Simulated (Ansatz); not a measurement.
Method: r2SCAN, no spin polarisation; PAW, plane waves to 500 eV, 9×9×9 Γ-centred mesh, fermi-dirac occupations (width 0.1 eV) (Ansatz 0.2.0), atoms fixed.

Computed maps in the lattice plane spanned by b (left to right, 3.69 Å, 11 points from zero) and c (bottom to top, 3.69 Å, 11 points from zero), 90° apart, at height 0.000 along a. The fields are smooth PAW ones with compensation charges, not the true ones near nuclei.

Valence density. Digits on a logarithmic scale: 0 up to 0.03 e/Å³, each further digit a factor of 1.6, 9 from 1.3 e/Å³ up:
```
99979999799
99667887669
87645555467
99753333579
99853223589
99853223589
99753333579
87645555467
99667887669
99979999799
99989999899
```

Q: The cell is VInO$_{3}$. Which atoms lie within 0.2 Å of this plane, and where (fractions of b and c)?

A: V at (0.00, 0.00), O at (0.50, 0.00), O at (0.00, 0.50). The whole cell:
```
In V O
1.0
     3.68779    0.00000    0.00000
     0.00000    3.68779    0.00000
     0.00000    0.00000    3.68779
In V O
1 1 3
Direct
  0.50000 0.50000 0.50000
  0.00000 0.00000 0.00000
  0.50000 0.00000 0.00000
  0.00000 0.50000 0.00000
  0.00000 0.00000 0.50000
```

Origin: a known structure type with other elements, at an estimated volume, so it need not be a known compound. Caveats: no spin polarisation, so a magnetic state may lie lower; atoms or cell far from equilibrium.
